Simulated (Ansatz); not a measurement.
### Question
Each is relaxed and computed with DFT-r²SCAN in the program Ansatz with PAW potentials. Which is the only metal?
A. SiB3, Imma (Pearson symbol oI64)
B. SiB2Mo2, Cmmm (Si on 2a, Mo on 4j, B on 4i)
C. BN, P4_2/mnm (B on 4f, N on 4g)
D. SiO2, I-42d (Si on 4a, O on 8d)

### Answer
B, SiB2Mo2, Cmmm (Si on 2a, Mo on 4j, B on 4i). SiB2Mo2: metal; SiB3: gap 1.54 eV (indirect); SiO2: gap 6.56 eV (direct); BN: gap 5.31 eV (indirect). Built on a structure type that need not be the filed one of that space group: BN, P4_2/mnm (B on 4f, N on 4g). Typed or built starts, not in the databases checked: SiB2Mo2, Cmmm (Si on 2a, Mo on 4j, B on 4i). Not the usual ambient phase: SiO2, I-42d (Si on 4a, O on 8d); BN, P4_2/mnm (B on 4f, N on 4g). Standing as an ambient phase not checked: SiB3, Imma (Pearson symbol oI64). All cells were relaxed under the symmetry of their starts (and spin orders); stability against distortions was not tested throughout. Rows with no word on spin ran without spin polarisation. Spin–orbit coupling is left out wherever it is not named.

Potentials: the later of the program's two PAW sets.
